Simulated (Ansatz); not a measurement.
Relaxed InSb (zinc blende):

```
CELL_PARAMETERS angstrom
      0.00000     6.63461     6.63461
      3.31730     3.31730     6.63461
      3.31730     3.31730     0.00000
ATOMIC_POSITIONS crystal
  Sb 0.00000 0.75000 0.75000
  Sb 0.50000 0.75000 0.75000
  In 0.00000 0.00000 0.00000
  In 0.50000 0.00000 0.00000
```

The atoms are displaced by Q × the pattern below (from a DFPT mode at X = (0.5, 0.5, 0.0), largest move 1; Q in Å), at fixed cell. (q is in reciprocal vectors of the primitive cell; the cell shown is doubled to hold the pattern.)

```tsv
atom	x	y	z
Sb1	0.000	0.000	-1.000
Sb2	0.000	0.000	1.000
```

Atoms not listed stay in place.

The numbers are results of PBE (plane waves to 420 eV, PAW, scalar-relativistic; Ansatz, a first-principles code), not measurements. k mesh 12×12×12 (Γ-centred), Fermi-Dirac smearing 0.05 eV. Energies are smeared free energies. With partly filled bands, energies and forces of such displacements shift with the k mesh and the smearing. At this level the bands of InSb touch or barely overlap; measurements give the solid a gap. InSb was relaxed with its symmetry unable to fall. Spin-orbit coupling is left out, though Sb is heavy. The zero of ΔE is the undisplaced structure. The last digit holds for this mesh only.

```csv
Q (Å),ΔE (meV/cell)
-0.2800,610.6
-0.2333,426.4
-0.1867,274.1
-0.1400,154.7
-0.0933,withheld
-0.0467,17.3
0.0000,0.0
0.0467,17.3
0.0933,withheld
0.1400,154.7
0.1867,274.1
0.2333,426.4
0.2800,610.6
```

Problem. Fit an even polynomial form (powers 2, 4) to the given rows and predict ΔE at Q = 0.0933.

Solution. Least squares on the 11 given rows: ΔE = (7929)·Q² + (-1785)·Q⁴, in meV/cell with Q in Å; root-mean-square residual 0.08 meV/cell. At 0.0933 the fit gives 68.9 meV/cell; the calculation gives 68.9 meV/cell, the same to the digits shown. The quadratic term alone would give 69.0 meV/cell.

(For displaced atoms, the force is minus the slope of the energy, and its curvature is a force constant, which sets phonon frequencies.)
